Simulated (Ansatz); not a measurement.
With PBE (plane waves, PAW; program Ansatz), Ag in the simple hexagonal structure (P6/mmm) relaxes to a = 2.841 Å, c = 2.781 Å.

Electronic character: metallic (no gap). Gap from PBE with spin–orbit coupling: none (metallic).

An equation-of-state fit gives a bulk modulus of 74.6 GPa.

The start of the workflow was typed in or built on a structure type; neither database checked (COD, Materials Project) lists it. It is not the phase usual at ambient conditions (space group No. 225). Symmetry was held in the PBE relaxation; whether a distortion lowers the energy is not shown. No spin polarisation was allowed. Axis ratios of metals converge slowly with the k-mesh, so a and c are less sure than the volume. Scalar-relativistic: spin–orbit coupling is off unless named, which matters more the heavier the elements.

Potentials: the later of the program's two PAW sets.
